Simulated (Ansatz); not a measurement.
## TiRh under pressure

These are results of DFT LDA, scalar-relativistic, plane waves, PAW (Ansatz), not measurements. Plane waves to 420 eV; Γ-centred k mesh 14×14×12; Fermi-Dirac smearing of 0.15 eV. No spin polarisation. Phonons by linear response, acoustic sum rule imposed.

The cell, relaxed at this level:
```yaml
crystal:
  lattice:
    - [2.90189, 0.00000, 0.00000]
    - [0.00000, 2.90189, 0.00000]
    - [0.00000, 0.00000, 3.34515]
  atoms:
    - { symbol: Ti, position: [0.50000, 0.50000, 0.50000] }
    - { symbol: Rh, position: [0.00000, 0.00000, 0.00000] }
```

In a metal, frequencies and elastic constants depend on the k mesh and the smearing, soft modes and shear constants most.

Task: The cell is relaxed again at 5 and 15 GPa. How do volume, gap and optical modes at Γ (cm⁻¹, counted from the lowest optical one; a degenerate one stands once) change?

Result:
|  | 0 GPa | 5 GPa | 15 GPa |
| --- | --- | --- | --- |
| V/V0 | 1.000 | 0.979 | 0.942 |
| gap (eV) | 0.00 | 0.00 | 0.00 |
| mode 1 | 188 | 199 | 218 |
| mode 3 | 203 | 216 | 240 |